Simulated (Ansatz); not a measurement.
BaSi₂:
```
CELL_PARAMETERS angstrom
      4.08859     0.00000     0.00000
     -2.04429     3.54082     0.00000
      0.00000     0.00000     5.00201
ATOMIC_POSITIONS crystal
  Si 0.33333 0.66667 0.50000
  Si 0.66667 0.33333 0.50000
  Ba 0.00000 0.00000 0.00000
```

Relaxed with PBEsol. Special points in fractions of this cell's reciprocal vectors: Γ (0.000, 0.000, 0.000); M (0.500, 0.000, 0.000); K (0.333, 0.333, 0.000); A (0.000, 0.000, 0.500); L (0.500, 0.000, 0.500); H (0.333, 0.333, 0.500).

**Question.** List the band energies nearest the Fermi level at these points for the program Ansatz at the PBEsol level (PAW).

**Answer.** In eV from the Fermi level; about four levels below and three above (degenerate sets whole), none deeper than 8.9 eV; points with the same levels are listed once.

| k | below | above |
|---|---|---|
| Γ | -2.45 -2.45 -2.27 -0.62 -0.59 | 1.64 1.64 3.78 3.78 |
| M | -7.87 -3.31 -2.76 -1.45 | 0.30 1.89 2.53 |
| K | -8.05 -8.05 -5.26 -1.85 -1.85 | 1.88 1.88 2.91 |
| A | -4.32 -2.25 -2.25 -0.30 | 0.54 0.54 1.88 |
| L | -3.76 -1.94 -1.30 -0.02 | 3.00 3.74 5.19 |
| H | -8.53 -8.53 -4.30 -1.18 -1.18 | 2.59 3.64 3.64 |

Space group P6/mmm. The workflow started from an entry of the Crystallography Open Database (COD), which files this formula under 2 space groups. Its standing as an ambient phase is unchecked. The PBEsol relaxation kept the symmetry of its start; its stability against distortions is not shown here. Spin–orbit coupling is left out wherever it is not named.

Potentials: the later of the program's two PAW sets.
